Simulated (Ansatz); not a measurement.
Data:

Ta2BN:
Space group R-3m, hexagonal axes (No. 166); a = 3.1863 Å, b = 3.1863 Å, c = 15.7162 Å, α = 90.00°, β = 90.00°, γ = 120.00°

```
atom  site  symmetry       x       y       z
----  ----  --------  ------  ------  ------
Ta      6c        3m  0.0000  0.0000  0.2531
N       3b       -3m  0.0000  0.0000  0.5000
B       3a       -3m  0.0000  0.0000  0.0000
```
(The calculation used a cell of 4 atoms; values per cell refer to that cell.)

This is the PBE-relaxed structure.

### Question
All from PBE in the plane-wave PAW code Ansatz, unless another level is named. Predict the electronic character.

### Answer
metallic (no gap).

### Question
Give the formation energy from the elements (no fitted shifts).

### Answer
-0.78 eV/atom.

### Question
What about the density of states at the Fermi level?

### Answer
0.31 states/eV per atom (mean over ±0.08 eV).

The start of the workflow was typed in or built on a structure type; neither database checked (COD, Materials Project) lists it. Whether it is the stable phase at ambient conditions was not checked. The PBE relaxation kept the symmetry of its start; its stability against distortions is not shown here. The run is not spin-polarised. The references are the lowest solids computed at this level, not always the standard phases (solids in place of the gases). Spin–orbit coupling is left out wherever it is not named.

Potentials: the earlier of the program's two PAW sets.
